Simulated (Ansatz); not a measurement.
Given:

RbP2Rh2:
```cif
data_P4Rb2Rh4
_chemical_formula_sum 'Rb2 P4 Rh4'
_space_group_name_H-M_alt 'I4/mmm'
_space_group_IT_number 139
_space_group_name_Hall '-I 4 2'
_cell_length_a 3.91123
_cell_length_b 3.91123
_cell_length_c 13.78778
_cell_angle_alpha 90.000
_cell_angle_beta 90.000
_cell_angle_gamma 90.000
loop_
_atom_site_label
_atom_site_type_symbol
_atom_site_symmetry_multiplicity
_atom_site_Wyckoff_symbol
_atom_site_fract_x
_atom_site_fract_y
_atom_site_fract_z
_atom_site_occupancy
Rb1 Rb 2 a 0.00000 0.00000 0.00000 1
P1 P 4 e 0.00000 0.00000 0.34135 1
Rh1 Rh 4 d 0.00000 0.50000 0.25000 1
```
(The calculation used a cell of 5 atoms; values per cell refer to that cell.)

This is the r²SCAN-relaxed structure.

Question: All from the program Ansatz at the r²SCAN level (PAW), unless another level is named. Predict the electronic character.

Answer: metallic (no gap).

Question: And the formation energy from the elements (no fitted shifts)?

Answer: -0.85 eV/atom.

Question: Predict the density of states at the Fermi level.

Answer: 0.28 states/eV per atom (mean over ±0.08 eV).

The workflow started from a Materials Project entry (that database holds measured and hypothetical structures alike); the Crystallography Open Database copy checked does not list it. Whether it is the stable phase at ambient conditions was not checked. Symmetry was held in the r²SCAN relaxation; its stability against distortions is not shown here. The run is not spin-polarised. The references are the lowest solids computed at this level, not always the standard phases. Scalar-relativistic: spin–orbit coupling is off unless named, which matters more the heavier the elements.

Potentials: the later of the program's two PAW sets.
